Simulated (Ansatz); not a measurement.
Data:

Be (hcp, Mg type)

```
CELL_PARAMETERS angstrom
      4.52899     0.00000     0.00000
     -1.13225     1.96111     0.00000
      0.00000     0.00000     3.56090
ATOMIC_POSITIONS crystal
  Be 0.16667 0.66667 0.75000
  Be 0.66667 0.66667 0.75000
  Be 0.33333 0.33333 0.25000
  Be 0.83333 0.33333 0.25000
```

The atoms are displaced by Q × the pattern below (from a DFPT mode at M = (0.5, 0.0, 0.0), largest move 1; Q in Å), at fixed cell. (q is in reciprocal vectors of the primitive cell; the cell shown is doubled to hold the pattern.)

```json
[
 {"atom": "Be1", "x": "0.000", "y": "0.000", "z": "-1.000"},
 {"atom": "Be2", "x": "0.000", "y": "0.000", "z": "1.000"},
 {"atom": "Be3", "x": "0.000", "y": "0.000", "z": "-1.000"},
 {"atom": "Be4", "x": "0.000", "y": "0.000", "z": "1.000"}
]
```

All values below come from PBE (plane waves to 420 eV, PAW, scalar-relativistic; Ansatz, a program for electronic structure). k mesh 23×23×13 (Γ-centred), Fermi-Dirac smearing 0.05 eV. Energies are smeared free energies. With partly filled bands, energies and forces of such displacements shift with the k mesh and the smearing. Be was relaxed with its symmetry unable to fall. The PAW data are Ansatz's earlier set. The zero of ΔE is the undisplaced structure.

The scan covers Q from -0.100 to 0.100 Å in 13 points.

**Question.** Which space group does the distorted structure have?

**Answer.** Pnnm (No. 58), lowered from P6_3/mmc.

**Question.** Is this a single well or a double well?

**Answer.** A single well with its minimum at or next to zero displacement.

**Question.** What is the energy change at Q = 0.100 Å?

**Answer.** 124 meV/cell.

**Question.** What harmonic wavenumber does the curvature at Q = 0 give?

**Answer.** 427 cm⁻¹.

(A displaced cell: forces are minus the slopes of the energy, force constants its curvatures, and phonons follow from these.)
